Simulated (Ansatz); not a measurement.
Values for one crystal, relaxed and computed with PBEsol in the plane-wave PAW code Ansatz; other levels are named.

- Volume per atom = 31.05 Å³
- Band gap = 0.40 eV (direct)
- Hole effective mass, band 2 of 2 at the edge = 0.041 along x, 0.63 along z (mₑ)
- Young's modulus = 39.5 GPa
- Electron effective mass with spin–orbit coupling = 0.028, 0.028, 0.033 mₑ (principal values)
- Pressure derivative B′ = 4.7
- Valence-band maximum = at Γ

**Question.** Which compound is it?
(A) AlP, zinc blende
(B) Cd2TeSe, P-4m2 (Cd on 2g, Te on 1d, Se on 1b)
(C) MnSe, I-4m2 (Mn on 2a, Se on 2c)
(D) MgSe, rock salt

**Answer.** B, Cd2TeSe, P-4m2 (Cd on 2g, Te on 1d, Se on 1b)

The first step of the workflow began from a Materials Project structure, measured or hypothetical; the Crystallography Open Database copy checked does not list it. Whether it is the stable phase at ambient conditions was not checked. The cell was relaxed with PBEsol under the symmetry of its start; of distortions, only those at the zone centre were tested. Scalar-relativistic: spin–orbit coupling is off unless named, which matters more the heavier the elements.

Potentials: the later of the program's two PAW sets.
